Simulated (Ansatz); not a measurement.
# P, one structure, two calculations

Cell: a COD entry whose atoms were relaxed with PBE, the cell held.

```xyz
4
Lattice="1.6555 -5.1595 0.0000 1.6555 5.1595 0.0000 0.0000 0.0000 4.3170" Properties=species:S:1:pos:R:3 pbc="T T T"
P     1.6555   -4.0835    0.3345
P     1.6555   -1.0760    2.4930
P     1.6555    4.0835    3.9825
P     1.6555    1.0760    1.8240
```

Atoms are numbered from 1 in the order listed; like atoms form one site, named after its first atom.

First run. Level of theory: DFT, PBE, plane waves and PAW, scalar-relativistic, 420 eV cutoff, Γ-centred 15×15×11 k-points, Fermi–Dirac smearing 0.05 eV (Ansatz 0.2.0).

```tsv
site	atom	V_zz (10²¹ V/m²)	η
P	1	-7.18	0.06
```

Second run. The same atoms and settings, except that the functional is LDA.

(1) What does the second run give?

## Answers

(1) 

```csv
site,atom,V_zz,η,change of V_zz
P,1,-6.96,0.05,+0.22
```

The largest change of V_zz is on P, from -7.18 to -6.96.

With no gap above 0.1 eV, as in a metal, the gradients converge slowly in k; expect changes of a tenth or more on a denser mesh. Semilocal functionals make gaps too small and can close them, so the real compound need not be a metal.
